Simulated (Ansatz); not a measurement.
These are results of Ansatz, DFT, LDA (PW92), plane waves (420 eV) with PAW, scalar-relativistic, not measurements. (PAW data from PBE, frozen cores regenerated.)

An element in the dhcp structure gives this curve. The cell is scaled uniformly from the relaxed one, with fractional coordinates and shape fixed. Energies are extrapolated to zero smearing, pressures are those at the given smearing. Magnetic state: non-magnetic.

```csv
V (Å³/atom),E − E₀ (meV/atom),P (GPa)
8.839,186.1,55.78
9.241,76.0,33.03
9.642,17.3,14.69
10.044,0.0,-0.10
10.446,16.0,-12.04
10.848,59.0,-21.66
11.249,123.6,-29.40
```

Question: Which element is it?
A. copper
B. ruthenium
C. manganese
D. chromium

Answer: C. Its fit is V₀ = 10.04 Å³/atom, B₀ = 332 GPa, B₀′ = 4.3.
